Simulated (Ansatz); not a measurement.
A geometry of Be away from equilibrium: step 3 of the relaxation of a relaxed Be cell displaced along its unstable phonon at q = (0, 0, ½) of its primitive reciprocal cell (271i cm⁻¹), largest move 0.15 Å. The numbers are results of PBEsol (plane waves to 420 eV, PAW, scalar-relativistic; Ansatz, a program for electronic structure), not measurements. Γ-centred k-mesh 17×17×7 on the run's cell (coarser than for final values), Fermi–Dirac smearing 0.05 eV. The plane waves were selected for a different cell earlier on the path.

```yaml
crystal:
  lattice:
    - [2.14056, 0.00000, 0.00000]
    - [-1.07028, 1.88046, 0.00000]
    - [0.00000, 0.00000, 4.51303]
  atoms:
    - { symbol: Be, position: [0.86633, 0.73267, 0.00000] }
    - { symbol: Be, position: [0.13367, 0.26733, 0.50000] }
```

Task: What forces act on the atoms (eV/Å)?

Result: 
| atom | Fx | Fy | Fz |
|---|---|---|---|
| Be1 | 0.00 | -0.31 | 0.00 |
| Be2 | 0.00 | 0.31 | 0.00 |

The path ends in P6₃/mmc (No. 194) (hcp (Mg type)). No spin polarisation in the result.

The run could not lose the symmetry of its start.

Of the parent cell (P6/mmm (No. 191)): it is a generated cell of Be: the first start was made by placing the elements on the sites of a structure type, and the end was not matched to a known phase here, so it may be hypothetical. Known forms of Be include space group No. 194.
